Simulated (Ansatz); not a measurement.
## KScS2 (ordering on rocksalt) under strain

KScS2, ordered on the rocksalt lattice (P4/mmm) with 4 atoms a cell, relaxed with r2SCAN in the plane-wave code Ansatz. The symmetry is P4/mmm (No. 123, tetragonal); a = 4.035 Å, c = 5.465 Å in the conventional setting, 22.25 Å³ an atom. Around K lie 6 S at 2.73–2.85 Å; around S lie 2 K at 2.73 Å and 4 Sc at 2.85 Å; around Sc lie 6 S at 2.73–2.85 Å; around S lie 2 Sc at 2.73 Å and 4 K at 2.85 Å.

The axes x, y and z are those of this cell:
```xyz
4
Lattice="4.0353 0.0000 0.0000 0.0000 4.0353 0.0000 0.0000 0.0000 5.4655" Properties=species:S:1:pos:R:3 pbc="T T T"
K     0.0000    0.0000    0.0000
S     0.0000    0.0000    2.7327
Sc    2.0176    2.0176    2.7327
S     2.0176    2.0176    0.0000
```

Unstrained: HSE06 gives a direct gap of 0.856 eV at Γ. Meshes: HSE06 4×4×4. Strains are changes of length per length. After each strain the atoms were relaxed again with r2SCAN within the symmetry that the strain leaves, so tilts or polar shifts that break it weren't tested; points keep the names that they have in the unstrained zone. Spin-unpolarised throughout. Whether this structure exists isn't addressed.

Changes of the least gap in eV (an overlap counts as a negative gap):
```
                                                       strain  volume change (%)  space group   HSE06
                                     uniaxial -2.68 % along x               -2.7         Pmmm  -0.211
epitaxial +2.99 % in the xy plane, free normal strain -0.42 %               +5.6       P4/mmm  +0.315
```

Uniaxial -2.68 % along x, other directions held. HSE06: the gap goes from 0.856 to 0.645 eV (-0.211 eV); with HSE06 the top three valence levels at Γ, grouped 2+1 from the top over 461 meV, become 1+1+1 over 614 meV.

Epitaxial +2.99 % in the xy plane, free normal strain -0.42 %. HSE06: the gap goes from 0.856 to 1.171 eV (+0.315 eV); with HSE06 the top three valence levels at Γ, grouped 2+1 from the top over 461 meV, become 2+1 over 233 meV.

The meshes of the hybrids are coarse, so their gaps aren't converged to the digits shown.

The splittings at Γ are without spin-orbit coupling, which regroups them where it is of like size or larger.
